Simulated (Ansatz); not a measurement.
NaCl (CsCl type, Pm-3m), DFT-PBEsol in the program Ansatz with PAW potentials: ε∞ = 2.79, cell volume 40.96 Å³. Infrared-active transverse modes:

```csv
ω_TO (cm⁻¹),oscillator strength S_xx (e²/amu)
97.9,0.09948
```

Question: Compute the static dielectric constant.

Answer: Each mode adds (4.921e7/V) S/ω²: 12.48. So ε0 = 15.3.

Question: What LO frequency does the Lyddane–Sachs–Teller relation give?

Answer: ω_LO = ω_TO √(ε0/ε∞) = 229 cm⁻¹.

This is a known high-pressure phase of the composition, computed here at zero pressure and temperature. The cell was relaxed with PBEsol under the symmetry of its start. At this level the phase is dynamically unstable (imaginary phonons).

Potentials: the earlier of the program's two PAW sets. The files were generated under PBE; for other functionals the program regenerates the frozen cores, and for LDA and PBEsol the local potential too.
